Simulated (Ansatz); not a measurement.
ZnF2:
```cif
data_F4Zn2
_chemical_formula_sum 'Zn2 F4'
_space_group_name_H-M_alt 'P 1'
_space_group_IT_number 1
_cell_length_a 4.80081
_cell_length_b 4.80081
_cell_length_c 3.17521
_cell_angle_alpha 90.000
_cell_angle_beta 90.000
_cell_angle_gamma 90.000
loop_
_space_group_symop_operation_xyz
  'x, y, z'
loop_
_atom_site_label
_atom_site_type_symbol
_atom_site_fract_x
_atom_site_fract_y
_atom_site_fract_z
_atom_site_occupancy
Zn1 Zn 0.00000 0.00000 0.00000 1
Zn2 Zn 0.50000 0.50000 0.50000 1
F1 F 0.30437 0.30437 0.00000 1
F2 F 0.19563 0.80437 0.50000 1
F3 F 0.69563 0.69563 0.00000 1
F4 F 0.80437 0.19563 0.50000 1
```

Relaxed with PBE.

**Question.** Tabulate the valence density and the electron localisation function along the shortest Zn–F contact (2.07 Å), the program Ansatz at the PBE level (PAW).

**Answer.** 

```tsv
distance from Zn (Å)	density (e/Å³)	ELF
0.21	29.23	0.00
0.31	16.70	0.00
0.41	8.11	0.01
0.52	3.68	0.03
0.62	1.75	0.07
0.72	0.97	0.11
0.83	0.62	0.12
0.93	0.45	0.11
1.03	0.41	0.13
1.14	0.48	0.25
1.24	0.69	0.52
1.34	1.09	0.73
1.45	1.86	0.80
1.55	3.30	0.81
1.65	5.55	0.77
1.76	8.35	0.69
1.86	11.14	0.57
```

The density is the valence pseudo-density with augmentation charge, so density and ELF within about 1 Å of a nucleus are not all-electron values.

Space group P4_2/mnm (rutile). The cell was relaxed with PBE under the symmetry of its start.

Potentials: the later of the program's two PAW sets.
